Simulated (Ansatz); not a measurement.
A bilayer cut from bulk ZrS2 (CdI2 type), in the bulk's stacking and in-plane cell, with 15 Å of vacuum. The upper layer (atoms 4 to 6) slides over the lower.

```xyz
6
Lattice="3.6348 0.0000 0.0000 1.8174 3.1478 0.0000 0.0000 0.0000 23.6405" Properties=species:S:1:pos:R:3 pbc="T T T"
S      3.6348     2.0986     7.4835
Zr     0.0000     0.0000     8.9496
S      1.8174     1.0493    10.4121
S      3.6348     2.0986    13.2285
Zr     0.0000     0.0000    14.6909
S      1.8174     1.0493    16.1571
```

In-plane vectors a = (3.635, 0.000) Å, b = (1.817, 3.148) Å, area 11.44 Å². The shift is s times the vector a + b (length 6.296 Å), so s = 1 restores the start. Atoms relax along the normal only. γ = [E(shift) − E(0)] / area.

The numbers are results of PBE-D3(BJ) (plane waves to 420 eV, PAW, scalar-relativistic; Ansatz, a program for electronic structure), not measurements. k mesh 10×10×1 (Γ-centred), Fermi-Dirac smearing 0.05 eV. E is the zero-smearing estimate. ZrS2 is run without spin polarisation. ZrS2 was relaxed with its symmetry unable to fall. The zero of γ is zero shift.

The scan covers s from 0.000 to 0.917 in 12 points.

### Question
Does γ have a local minimum between the ends of the line, and at which s?

### Answer
s = 0.333.

### Question
At which s is γ highest?

### Answer
s = 0.667.

### Question
By how much does the gap between the layers widen from the lowest to the highest stacking on this line?

### Answer
0.6 Å.

### Question
What is γ at the local minimum s = 0.333?

### Answer
46 mJ/m².

### Question
What is the highest γ among twelve even steps of s?

### Answer
120 mJ/m².

(The slope of γ gives the shear force per area between the displaced halves; near zero shift its curvature is an elastic stiffness.)
